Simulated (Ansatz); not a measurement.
Here is the system:

ScGe:
```yaml
crystal:
  lattice:
    - [1.99136, -4.99993, 0.00000]
    - [1.99136, 4.99993, 0.00000]
    - [0.00000, 0.00000, 3.72959]
  atoms:
    - { symbol: Sc, position: [0.86351, 0.13649, 0.25000] }
    - { symbol: Sc, position: [0.13649, 0.86351, 0.75000] }
    - { symbol: Ge, position: [0.58973, 0.41027, 0.25000] }
    - { symbol: Ge, position: [0.41027, 0.58973, 0.75000] }
```

This is the PBEsol-relaxed structure.

Problem. All from the program Ansatz at the PBEsol level (PAW), unless another level is named. Predict the bulk modulus (Birch–Murnaghan fit).

Solution. 98.2 GPa.

Problem. Predict the highest zone-centre frequency.

Solution. 269 cm⁻¹.

Space group Cmcm. The workflow started from a Materials Project entry (that database holds measured and hypothetical structures alike); the Crystallography Open Database copy checked does not list it. Its standing as an ambient phase is unchecked. The cell was relaxed with PBEsol under the symmetry of its start; of distortions, only those at the zone centre were tested. No spin polarisation was allowed. As this level gives no gap, phonon frequencies hold no LO–TO term and depend on the k-mesh and smearing (Fermi–Dirac, 0.1 eV here).

Potentials: the later of the program's two PAW sets.
